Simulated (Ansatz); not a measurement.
Structures of ScNb2: which is lowest?

Plane-wave DFT in Ansatz with scalar-relativistic PAW potentials, cutoff 420 eV, Γ-centred meshes chosen by cell and gap, Gaussian smearing with energies taken to zero width. Every cell was relaxed (cell and atoms) in a run of its own, within the symmetry of its start. Functional: PBE.

Relaxed structures (starts from databases or built by putting these elements on another compound's sites):
A. I4_1/amd, 6 atoms in the computed cell, a = 3.760 Å, c = 17.812 Å; sites (symmetry × multiplicity) Sc -4m2 × 4, Nb 2mm. × 8; start: built
B. Fd-3m, 6 atoms in the computed cell, a = 7.897 Å; sites (symmetry × multiplicity) Sc -43m × 8, Nb .-3m × 16; start: built
C. P6/mmm, 3 atoms in the computed cell, a = 4.849 Å, c = 2.925 Å; sites (symmetry × multiplicity) Sc 6/mmm × 1, Nb -6m2 × 2; start: built

**Question.** Rank them by energy. Could pressure change the order?

**Answer.**
| structure | group | E − E(lowest) (meV/atom) | V (Å³/atom) | gap on mesh (eV) |
| --- | --- | --- | --- | --- |
| C | P6/mmm | 0.0 | 19.86 | 0.00 |
| B | Fd-3m | 15.6 | 20.52 | 0.00 |
| A | I4_1/amd | 415 | 20.98 | 0.00 |

C is lowest, 16 meV/atom under B. The lowest is also the densest of these, so pressure wouldn't bring one of the others in at first order. Other structures may lie lower than all of these, and vibrations aren't counted.